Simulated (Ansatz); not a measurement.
Relaxation of a generated trial cell of AlNi in the AFLOW prototype AB_oI4_44_a_b (as in GaAs); 2 atoms in the cell, which starts as Imm2 (No. 44), oI4; a = 4.449 Å, b = 4.569 Å, c = 2.447 Å, α = 90.00°, β = 90.00°, γ = 90.00°. Calculation: r2SCAN (plane waves to 500 eV, PAW, scalar-relativistic; Ansatz, a quantum-chemistry and plane-wave program). Γ-centred k-mesh 15×15×15 on the run's cell (coarser than for final values), Fermi–Dirac smearing 0.05 eV. This is the first round of the run. Spin-polarised start, with parallel moments on Ni.

The optimiser's lines from the output (shortened; P is positive under compression):

```
relax step   1: F+E_penalty+E_count = -6385.70981874 eV  Δ(F+E_penalty+E_count) = +0.000e0 eV  max|allowed force component| = 1.305e-2 eV/Å  Δτ_max = 0.0000 Å  P = +8.615 GPa  Ω = 24.875 Å³  (16 SCF iters, dr2 threshold 1.00e-7 eV, accepted)
relax step   2: F+E_penalty+E_count = -6385.88370150 eV  Δ(F+E_penalty+E_count) = -1.739e-1 eV  max|allowed force component| = 1.322e-1 eV/Å  Δτ_max = 0.0118 Å  P = +3.838 GPa  Ω = 25.447 Å³  (13 SCF iters, dr2 threshold 2.00e-7 eV, accepted)
relax step   3: F+E_penalty+E_count = -6385.98904441 eV  Δ(F+E_penalty+E_count) = -1.053e-1 eV  max|allowed force component| = 1.779e-1 eV/Å  Δτ_max = 0.0471 Å  P = +2.503 GPa  Ω = 25.755 Å³  (14 SCF iters, dr2 threshold 2.00e-7 eV, accepted)
relax step   4: F+E_penalty+E_count = -6385.99924584 eV  Δ(F+E_penalty+E_count) = -1.020e-2 eV  max|allowed force component| = 1.910e-3 eV/Å  Δτ_max = 0.0325 Å  P = -0.973 GPa  Ω = 26.447 Å³  (13 SCF iters, dr2 threshold 2.00e-7 eV, accepted)
relax step   5: F+E_penalty+E_count = -6385.99997378 eV  Δ(F+E_penalty+E_count) = -7.279e-4 eV  max|allowed force component| = 1.682e-4 eV/Å  Δτ_max = 0.0003 Å  P = +0.019 GPa  Ω = 26.251 Å³  (11 SCF iters, dr2 threshold 2.00e-7 eV, accepted)
relax step   6: F+E_penalty+E_count = -6385.99997481 eV  Δ(F+E_penalty+E_count) = -1.027e-6 eV  max|allowed force component| = 3.025e-6 eV/Å  Δτ_max = 0.0000 Å  P = -0.001 GPa  Ω = 26.253 Å³  (7 SCF iters, dr2 threshold 1.39e-8 eV, accepted)
relax step   7: F+E_penalty+E_count = -6386.00111302 eV  Δ(F+E_penalty+E_count) = -1.138e-3 eV  max|allowed force component| = 3.299e-6 eV/Å  Δτ_max = 0.0000 Å  P = +0.023 GPa  Ω = 26.253 Å³  stress off target by 4.11e-2 GPa  SCF on the basis re-selected at this cell (its energy is not comparable with the rows above)  (13 SCF iters)
relax step   8: F+E_penalty+E_count = -6386.00111142 eV  Δ(F+E_penalty+E_count) = +1.602e-6 eV  max|allowed force component| = 1.003e-6 eV/Å  Δτ_max = 0.0000 Å  P = +0.000 GPa  Ω = 26.259 Å³  (8 SCF iters, dr2 threshold 4.23e-9 eV, accepted)
relax step   9: F+E_penalty+E_count = -6386.00111383 eV  Δ(F+E_penalty+E_count) = -2.412e-6 eV  max|allowed force component| = 1.013e-6 eV/Å  Δτ_max = 0.0000 Å  P = +0.001 GPa  Ω = 26.259 Å³  stress off target by 9.94e-4 GPa  SCF on the basis re-selected at this cell (its energy is not comparable with the rows above)  (11 SCF iters)
```

From the first to the last row the energy changes by -0.15 eV/atom and the volume by +5.6 %. The last row is marked as not comparable with the walk above it, whose basis was carried along; it does compare with step 1, since both stand on a basis selected at the nominal cutoff for their own cell.

Later rounds, restarted from the end of this one on a renewed k-mesh, logged 8 more steps and released under 0.01 eV/atom more. The final structure after all rounds: Immm (No. 71), oI4; a = 2.6304 Å, b = 4.0977 Å, c = 4.8735 Å, α = 90.00°, β = 90.00°, γ = 90.00°. Between re-selections the logged energies stand on a plane-wave basis carried along with the cell. No spin polarisation in the result: the starting moments vanished. A magnetic state may lie lower.

The run could not lower the symmetry of its start; a shaken copy of this end point relaxes with r2SCAN to R-3m (No. 166), 0.26 eV/atom lower.

The relaxed structure here is a generated cell of AlNi: the first start was made by placing the elements on the sites of a structure type, and the end was not matched to a known phase here, so it may be hypothetical. Known forms of AlNi include space group No. 221.
